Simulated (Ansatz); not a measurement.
BAs (zinc blende) was relaxed and computed twice in Ansatz (plane waves, PAW), once with PBE and once with r²SCAN.

```tsv
	run 1	run 2
cell	a = b = c = 4.7825 Å, α = β = γ = 90.00°	a = b = c = 4.8093 Å, α = β = γ = 90.00°
gap (eV)	1.37	1.20
B₀ by P(V) fit (GPa)	141	131
electron conductivity mass (mₑ)	0.28	0.30
```

Task: Which run used which functional?

Result: Run 1 is r²SCAN, run 2 is PBE.

All cells were relaxed under the symmetry of their starts (and spin orders); stability against distortions was not tested throughout. Scalar-relativistic: spin–orbit coupling is off unless named, which matters more the heavier the elements.

Potentials: the earlier of the program's two PAW sets.

Ansatz (a program for electronic structure) is a plane-wave DFT program.
